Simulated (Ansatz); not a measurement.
A generator proposed this cell of Al3Cl.

Space group P6/mmm (No. 191). a = 4.585 Å, b = 4.585 Å, c = 4.507 Å, α = 90.00°, β = 90.00°, γ = 120.00°
```
atom  site  symmetry       x       y       z
  Al    3g       mmm  0.5000  0.0000  0.5000
  Cl    1a     6/mmm  0.0000  0.0000  0.0000
```

Computed with Ansatz 0.2.0, DFT PBE, scalar-relativistic, plane waves, PAW. Plane waves to 420 eV, a k mesh through Γ of 6×6×4 on the computed 4-atom cell and Gaussian smearing (0.10 eV); no spin polarisation.

Formation energies are uncorrected and refer to the elements' standard structures at the same level (Cl₂ as a molecule).

Task: How far from equilibrium is it?

Result: The pressure is 22.7 GPa (the mean over three directions, positive in compression), the largest force is 0.00 eV/Å (symmetry fixes the atoms), and the energy is +1.06 eV/atom against the elements. The shortest distance is 2.29 Å.

Task: Is it a good guess?

Result: A rough one: relaxing gains about 0.84 eV/atom (the start's value is from the coarse mesh, so the gain is rough) in 22 ionic steps and ends at +0.22 eV/atom on the finer mesh. The symmetry stays P6/mmm (No. 191). The volume per atom grows by 2.0 %, from 20.5 to 20.9 Å³. The shortest distance goes from 2.29 Å (Al–Al) to 2.86 Å (Al–Al). The ratio c/a of the conventional cell changes by a factor of 0.53. Conventional cell: a = 5.710 Å, c = 2.963 Å. Around Al lie 6 Al at 2.86–2.96 Å and 4 Cl at 3.22 Å; Cl has 2 Cl at 2.96 Å and 12 Al at 3.22 Å (long contacts).

The last run used a 12×12×16 mesh (in the run's order of axes) for its 4-atom cell and Gaussian smearing of 0.10 eV. The relaxation can't lower the symmetry of the start, and the grade says only how near the guess is to its own end. Symmetry constrained the relaxation, so the result can be a saddle point. Another cell of Al3Cl relaxed alike, in P-6m2, lies 280 meV/atom lower, so this cell isn't the stable form at this level.
